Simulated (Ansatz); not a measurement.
Q: Each is relaxed and computed with the program Ansatz at the r²SCAN level (PAW). Which is the only metal?
(A) KNiF3, cubic perovskite
(B) Cs2NiO2, I4/mmm (Cs on 4e, Ni on 2a, O on 4e)
(C) Ni3P, I-4 (Ni on 8g, Ni on 8g, Ni on 8g, P on 8g)
(D) GaP, zinc blende

A: C, Ni3P, I-4 (Ni on 8g, Ni on 8g, Ni on 8g, P on 8g). Ni3P: metal; KNiF3: gap 3.25 eV; GaP: gap 1.84 eV (indirect); Cs2NiO2: gap 1.97 eV (indirect). Spin orders computed, not proven ground states: KNiF3, cubic perovskite antiferromagnetic; Cs2NiO2, I4/mmm (Cs on 4e, Ni on 2a, O on 4e) ferromagnetic. Standing as an ambient phase not checked: Ni3P, I-4 (Ni on 8g, Ni on 8g, Ni on 8g, P on 8g); KNiF3, cubic perovskite; Cs2NiO2, I4/mmm (Cs on 4e, Ni on 2a, O on 4e). All cells were relaxed under the symmetry of their starts (and spin orders); stability against distortions was not tested throughout. Cells of antiferromagnets are given as chemical subcells. Rows with no word on spin ran without spin polarisation. No Hubbard U is applied. Spin–orbit coupling is left out wherever it is not named.

Potentials: the later of the program's two PAW sets.
